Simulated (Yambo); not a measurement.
Yambo run on BN (rhombohedral, space group R3m, No. 160). The wavefunctions are PBEsol (pw.x of Quantum ESPRESSO, ONCV potentials, without SOC) ones on a 6×6×6 mesh (4 occupied bands); a = 3.596 Å, b = 3.596 Å, c = 3.596 Å, α = 40.76°, β = 40.76°, γ = 40.76°.

Yambo input:

```
rim_cut
gw0
dyson
el_el_corr
HF_and_locXC
ppa
em1d
RandQpts= 1000000
RandGvec= 1 Ry
EXXRLvcs= 84 Ry
VXCRLvcs= 336 Ry
Chimod= "HARTREE"
% BndsRnXp
 1 | 67 |
%
NGsBlkXp= 11 Ry
% LongDrXp
 1.0 | 1.0 | 1.0 |
%
PPAPntXp= 27.2114 eV
% GbndRnge
 1 | 67 |
%
GTermKind= "BG"
DysSolver= "n"
ExtendOut
% QPkrange
 12 | 12 | 4 | 5 |
 13 | 13 | 5 | 5 |
%
```

k points by index: 12 = (0, 0.333, -0.333), 13 = F.

The o-*.qp file then holds:

```
#    K-point    Band    Eo [eV]    E [eV]    E-Eo [eV]    Vxc [eV]    Vnlxc [eV]    Sc|Eo [eV]    Sc|E [eV]    dSc/dw|Eo [eV]    Re(Z)    Im(Z)
#
    12    4    0.000000    -0.913885    -0.913885    -16.37900    -19.75781    2.244631    2.464921    -6.558713    0.805782    -0.001049
    12    5    4.651314    5.403431    0.752118    -11.09030    -5.778311    -4.406560    -4.559869    -5.546008    0.830693    -0.977069E-3
    13    5    4.153503    4.833915    0.680412    -10.81456    -5.995825    -4.006539    -4.138321    -5.269657    0.837761    -0.932249E-3
```
(The two width columns are left out.) Convergence of these settings isn't established.

Geometry relaxed with PBE+D3(BJ).

This is not the ordinary phase of the substance; no match was found in the copy of COD used, and its stability was not checked.
